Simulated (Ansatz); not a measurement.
# BN: the functional and the phonons

BN in a layered hexagonal structure, in a typed cell, not relaxed.

```xyz
4
Lattice="1.2560 -2.1755 0.0000 1.2560 2.1755 0.0000 0.0000 0.0000 6.6600" Properties=species:S:1:pos:R:3 pbc="T T T"
B     1.2560    0.7252    1.6650
N     1.2560   -0.7252    1.6650
B     1.2560   -0.7252    4.9950
N     1.2560    0.7252    4.9950
```

Computed with Ansatz (plane-wave DFT, scalar-relativistic): PBE; all-electron PAW datasets (no frozen core) at 690 eV; k mesh 8×8×2; fixed occupations; no spin. Harmonic phonons by linear response, frequencies in cm⁻¹, imaginary ones marked i; at Γ the three translations are left out and no LO–TO term is added.

Caveats: coarse k mesh; the program warns that the mesh is coarse for the field response.

At 9.10 Å³ an atom it gives top Γ mode (cm⁻¹) 1342; lowest Γ mode (cm⁻¹) 46.

Q: Repeat with r2SCAN in the same cell, on the same kind of potentials and mesh (r2SCAN by finite displacements). What changes?

A: 
| functional | cutoff (eV) | volume (Å³/atom) | top Γ mode (cm⁻¹) | lowest Γ mode (cm⁻¹) |
| --- | --- | --- | --- | --- |
| r2SCAN in the same cell | 920 | 9.10 | 1345 | 49 |
